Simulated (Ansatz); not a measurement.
Relaxed-ion elastic tensor of BP (zinc blende, F-43m) in GPa (Voigt order), LDA in the plane-wave PAW code Ansatz; density 3.06 g/cm³, 11.32 Å³ per atom.

```csv
,1,2,3,4,5,6
1,358,84.3,84.3,0.0,0.0,0.0
2,84.3,358,84.3,0.0,0.0,0.0
3,84.3,84.3,358,0.0,0.0,0.0
4,0.0,0.0,0.0,194,0.0,0.0
5,0.0,0.0,0.0,0.0,194,0.0
6,0.0,0.0,0.0,0.0,0.0,194
```

Q: Is the crystal mechanically stable?

A: Yes: the smallest eigenvalue of C is 194 GPa.

Q: Work out the Voigt, Reuss and Hill averages.

A: K_V = 176, K_R = 176, K_H = 176; G_V = 171, G_R = 166, G_H = 169 GPa.

Q: Give Young's modulus, Poisson's ratio, Pugh's ratio and the universal anisotropy index.

A: E = 9KG/(3K + G) = 384 GPa; ν = 0.14; K/G = 1.04 (brittle by the Pugh limit of 1.75); A_U = 5G_V/G_R + K_V/K_R − 6 = 0.15.

Q: Estimate the sound speeds and the Debye temperature.

A: v_l = √((K + 4G/3)/ρ) = 11400 m/s, v_t = √(G/ρ) = 7420 m/s, mean 8140 m/s; Θ = (h/k)(3n/4πV)^(1/3) v_m = 1080 K.

Q: Give the Zener ratio and Young's modulus along [100], [110] and [111].

A: A = 2C44/(C11 − C12) = 1.42; 1/E = S11 − 2(S11 − S12 − S44/2)Γ with Γ = 0, 1/4, 1/3 gives 326, 395, 426 GPa.

Q: Solve the Christoffel equation for the three sound speeds along [100], [110], [111].

A: Eigenvalues of C_ijkl n_j n_l equal ρv² (piezoelectric stiffening left out). In km/s, slowest first: [100] 7.96, 7.96, 10.81; [110] 6.68, 7.96, 11.64; [111] 7.13, 7.13, 11.91.

The LDA relaxation kept the symmetry of its start.

Potentials: the earlier of the program's two PAW sets. The files were generated under PBE; for other functionals the program regenerates the frozen cores, and for LDA and PBEsol the local potential too.
